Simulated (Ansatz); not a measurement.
Computed with DFT PBE, scalar-relativistic, plane waves, PAW in Ansatz 0.2.0.

Settings: cutoff 420 eV, Γ-centred mesh 6×6×6 on the computed 18-atom cell, Gaussian smearing of 0.10 eV; no spin polarisation.

Structure with the computed forces (eV/Å) in the last three columns:

```xyz
18
Lattice="5.7549 0.0000 0.0000 0.0000 5.7549 0.0000 0.0000 0.0000 7.4211" Properties=species:S:1:pos:R:3:forces:R:3 pbc="T T T" pressure_GPa=6.53
K     0.0000    0.0000    0.0000    0.0000    0.0000    0.0000
Li    2.8774    2.8774    3.7106    0.0000    0.0000    0.0000
Nb    0.0000    2.8774    5.5595    0.0000    0.0000   -0.4310
Nb    0.0000    2.8774    1.8616    0.0000    0.0000    0.4310
Nb    2.8774    0.0000    1.8616    0.0000    0.0000    0.4310
Nb    2.8774    0.0000    5.5595    0.0000    0.0000   -0.4310
O     1.4713    1.4713    1.9224   -0.1430   -0.1430   -0.1550
O     1.4713    1.4713    5.4988   -0.1430   -0.1430    0.1550
O     4.2836    4.2836    5.4988    0.1430    0.1430    0.1550
O     4.2836    4.2836    1.9224    0.1430    0.1430   -0.1550
O     4.2836    1.4713    5.4988    0.1430   -0.1430    0.1550
O     4.2836    1.4713    1.9224    0.1430   -0.1430   -0.1550
O     1.4713    4.2836    5.4988   -0.1430    0.1430    0.1550
O     1.4713    4.2836    1.9224   -0.1430    0.1430   -0.1550
O     0.0000    2.8774    3.7106    0.0000    0.0000    0.0000
O     0.0000    2.8774    0.0000    0.0000    0.0000    0.0000
O     2.8774    0.0000    3.7106    0.0000    0.0000    0.0000
O     2.8774    0.0000    0.0000    0.0000    0.0000    0.0000
```

Stress tensor (GPa, compression positive):

```
-6.94  0.00  0.00
 0.00 -6.94  0.00
 0.00  0.00 33.48
```

Spin polarisation was left out, and a magnetic state may lie lower.